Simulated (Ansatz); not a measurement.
A relaxation computed with Ansatz, from input to last step.

```yaml
crystal:
  lattice:
    - [2.695060401, -3.3110942881, 0.0]
    - [2.695060401, 3.3110942881, 0.0]
    - [0.0, 0.0, 4.9532736434]
  atoms:
    - { symbol: Sc, position: [0.6845231329, 0.3154768671, 0.25] }
    - { symbol: Sc, position: [0.3154768671, 0.6845231329, 0.75] }
    - { symbol: Ta, position: [0.2880037859, 0.7119962141, 0.25] }
    - { symbol: Ta, position: [0.7119962141, 0.2880037859, 0.75] }
basis:
  ecutwfc: 420
kpoints:
  mp_grid: { grid: [4, 4, 4] }
hamiltonian:
  xc: pbe
scf:
  occupations: { method: gaussian, width: 0.1 }
  lower_state_search: "off"
output:
  forces: true
  stress: true
  eigenvalues: true
relax:
  adjacent_minimum: "off"
  f_tol: 0.04
  max_steps: 70
  cell: { stress_tol: 0.4 }
```

```bash
ansatz run input.yaml --threads 1 --pin off --max-ram 2560MiB --backend cpu --events-out ev --progress --plain --runs-dir out
```

Level of theory: DFT PBE, scalar-relativistic, plane waves, PAW in Ansatz 0.2.0.

Of 16 frames 10 are shown, positions in Å and forces in eV/Å; the SCF threshold varies from step to step. Steps run on the plane waves of an earlier cell, with a Pulay correction in the pressure. The basis is chosen afresh for the last frame, the zero of the energies, and at times for earlier ones too; energy and pressure step there, also at an unchanged geometry.

```xyz
4
Lattice="2.6951 -3.3111 0.0000 2.6951 3.3111 0.0000 0.0000 0.0000 4.9533" Properties=species:S:1:pos:R:3:forces:R:3 pbc="T T T" step=1 free_energy_over_end_meV_per_atom=1283.90 pressure_GPa=12.75
Sc    2.6951   -1.2219    1.2383    0.0000   -2.1956    0.0000
Sc    2.6951    1.2219    3.7150    0.0000    2.1956    0.0000
Ta    2.6951    1.4039    1.2383    0.0000    1.9574    0.0000
Ta    2.6951   -1.4039    3.7150    0.0000   -1.9574    0.0000
4
Lattice="2.7871 -3.1193 0.0000 2.7871 3.1193 0.0000 0.0000 0.0000 5.3233" Properties=species:S:1:pos:R:3:forces:R:3 pbc="T T T" step=3 free_energy_over_end_meV_per_atom=793.67 pressure_GPa=-0.23
Sc    2.7871   -1.4104    1.3308    0.0000   -0.4226    0.0000
Sc    2.7871    1.4104    3.9925    0.0000    0.4226    0.0000
Ta    2.7871    1.5314    1.3308    0.0000    0.5436    0.0000
Ta    2.7871   -1.5314    3.9925    0.0000   -0.5436    0.0000
4
Lattice="2.7945 -2.9570 0.0000 2.7945 2.9570 0.0000 0.0000 0.0000 5.4119" Properties=species:S:1:pos:R:3:forces:R:3 pbc="T T T" step=4 free_energy_over_end_meV_per_atom=719.56 pressure_GPa=0.60
Sc    2.7945   -1.4002    1.3530    0.0000    0.0580    0.0000
Sc    2.7945    1.4002    4.0589    0.0000   -0.0580    0.0000
Ta    2.7945    1.5375    1.3530    0.0000    0.3076    0.0000
Ta    2.7945   -1.5375    4.0589    0.0000   -0.3076    0.0000
4
Lattice="2.8318 -2.7865 0.0000 2.8318 2.7865 0.0000 0.0000 0.0000 5.5573" Properties=species:S:1:pos:R:3:forces:R:3 pbc="T T T" step=6 free_energy_over_end_meV_per_atom=562.43 pressure_GPa=0.36
Sc    2.8318   -1.1768    1.3893    0.0000    1.2624    0.0000
Sc    2.8318    1.1768    4.1680    0.0000   -1.2624    0.0000
Ta    2.8318    1.7156    1.3893    0.0000    0.7246    0.0000
Ta    2.8318   -1.7156    4.1680    0.0000   -0.7246    0.0000
4
Lattice="2.8576 -2.8864 0.0000 2.8576 2.8864 0.0000 0.0000 0.0000 5.4010" Properties=species:S:1:pos:R:3:forces:R:3 pbc="T T T" step=8 free_energy_over_end_meV_per_atom=193.40 pressure_GPa=-3.41
Sc    2.8576   -0.9073    1.3502    0.0000    0.7399    0.0000
Sc    2.8576    0.9073    4.0507    0.0000   -0.7399    0.0000
Ta    2.8576    2.0613    1.3502    0.0000    1.4350    0.0000
Ta    2.8576   -2.0613    4.0507    0.0000   -1.4350    0.0000
4
Lattice="2.8753 -2.9843 0.0000 2.8753 2.9843 0.0000 0.0000 0.0000 5.1560" Properties=species:S:1:pos:R:3:forces:R:3 pbc="T T T" step=9 free_energy_over_end_meV_per_atom=33.73 pressure_GPa=-3.20
Sc    2.8753   -0.8332    1.2890    0.0000    0.2707    0.0000
Sc    2.8753    0.8332    3.8670    0.0000   -0.2707    0.0000
Ta    2.8753    2.2725    1.2890    0.0000    0.7040    0.0000
Ta    2.8753   -2.2725    3.8670    0.0000   -0.7040    0.0000
4
Lattice="2.8763 -3.0041 0.0000 2.8763 3.0041 0.0000 0.0000 0.0000 4.9678" Properties=species:S:1:pos:R:3:forces:R:3 pbc="T T T" step=11 free_energy_over_end_meV_per_atom=1.22 pressure_GPa=0.35
Sc    2.8763   -0.7937    1.2420    0.0000    0.1244    0.0000
Sc    2.8763    0.7937    3.7259    0.0000   -0.1244    0.0000
Ta    2.8763    2.3934    1.2420    0.0000   -0.0486    0.0000
Ta    2.8763   -2.3934    3.7259    0.0000    0.0486    0.0000
4
Lattice="2.8737 -2.9979 0.0000 2.8737 2.9979 0.0000 0.0000 0.0000 4.9923" Properties=species:S:1:pos:R:3:forces:R:3 pbc="T T T" step=13 free_energy_over_end_meV_per_atom=0.28 pressure_GPa=-0.11
Sc    2.8737   -0.7796    1.2481    0.0000    0.0086    0.0000
Sc    2.8737    0.7796    3.7442    0.0000   -0.0086    0.0000
Ta    2.8737    2.3771    1.2481    0.0000   -0.0481    0.0000
Ta    2.8737   -2.3771    3.7442    0.0000    0.0481    0.0000
4
Lattice="2.8725 -2.9949 0.0000 2.8725 2.9949 0.0000 0.0000 0.0000 4.9886" Properties=species:S:1:pos:R:3:forces:R:3 pbc="T T T" step=14 free_energy_over_end_meV_per_atom=0.25 pressure_GPa=-0.22
Sc    2.8725   -0.7804    1.2472    0.0000   -0.0117    0.0000
Sc    2.8725    0.7804    3.7415    0.0000    0.0117    0.0000
Ta    2.8725    2.3496    1.2472    0.0000    0.0806    0.0000
Ta    2.8725   -2.3496    3.7415    0.0000   -0.0806    0.0000
4
Lattice="2.8728 -2.9931 0.0000 2.8728 2.9931 0.0000 0.0000 0.0000 4.9862" Properties=species:S:1:pos:R:3:forces:R:3 pbc="T T T" step=16 free_energy_over_end_meV_per_atom=0.00 pressure_GPa=0.07
Sc    2.8728   -0.7789    1.2465    0.0000    0.0122    0.0000
Sc    2.8728    0.7789    3.7396    0.0000   -0.0122    0.0000
Ta    2.8728    2.3633    1.2465    0.0000   -0.0305    0.0000
Ta    2.8728   -2.3633    3.7396    0.0000    0.0305    0.0000
```

The start is a random arrangement. At the end the space group is Cmcm (tolerance 0.05 Å).

It took 49 s on 1 thread of Arm Neoverse V2 (shared host), peak memory 0.37 GiB.

The k mesh is coarse. Spin–orbit coupling is left out, which can shift energies with elements as heavy as these.